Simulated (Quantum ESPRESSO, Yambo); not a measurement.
Quasiparticle gap of WO3 at -0.7 % isotropic strain

WO₃ has the cubic space group Pm-3m (No. 221), the ReO3 type structure, Pearson symbol cP4. Conventional cell: a = b = c = 3.768 Å, α = β = γ = 90.00°. O on 3d is coordinated by 2 W at 1.884 Å (linear). W on 1a is surrounded by 6 O at 1.884 Å (octahedral). (Neighbours: up to the widest gap in distance over summed covalent radii, below 1.35, at either atom; cation-cation contacts left out.)

The PBEsol cell relaxed from Materials Project entry mp-19390 was given an isotropic strain of -0.7 % on all lattice vectors, and the atoms were relaxed again.

Starting point: PBEsol (Quantum ESPRESSO, PseudoDojo norm-conserving, 84 Ry, scalar-relativistic). G0W0 in Yambo: 4×4×4 Γ-centred k mesh, bands 2 to 129 and a 10 Ry block in the screening, 129 bands in G with the Bruneval-Gonze terminator, plasmon pole fitted at 27.2 eV.

```
Property                                            Result
-------------------------------------------------  -------
PBEsol gap along the band path                     0.63 eV
PBEsol gap between the mesh's edge points (R → Γ)  0.63 eV
G0W0 gap between the same points                   1.52 eV
PBEsol smallest direct gap on the mesh (at Γ)      1.69 eV
G0W0 direct gap at that point                      2.68 eV
```

| k point | band | E PBEsol (eV) | E QP (eV) | shift (eV) | Z |
|---|---|---|---|---|---|
| Γ | VB | -1.06 | -1.35 | -0.29 | 0.76 |
| Γ | CB | 0.63 | 1.33 | 0.70 | 0.81 |
| M | VB | -0.01 | -0.21 | -0.20 | 0.75 |
| M | CB | 4.31 | 5.19 | 0.87 | 0.74 |
| R | VB | 0.00 | -0.19 | -0.19 | 0.75 |
| R | CB | 5.77 | 6.85 | 1.07 | 0.85 |

Energies count from the PBEsol valence-band maximum.

Convergence of the G0W0 settings was not tested.

Without spin-orbit coupling, band edges of such heavy elements can be off by tenths of an eV. The cell is held in this high symmetry; tilts and polar distortions were not searched.

The structure is a Materials Project entry; no match was found in the copy of COD used, and its stability was not checked.
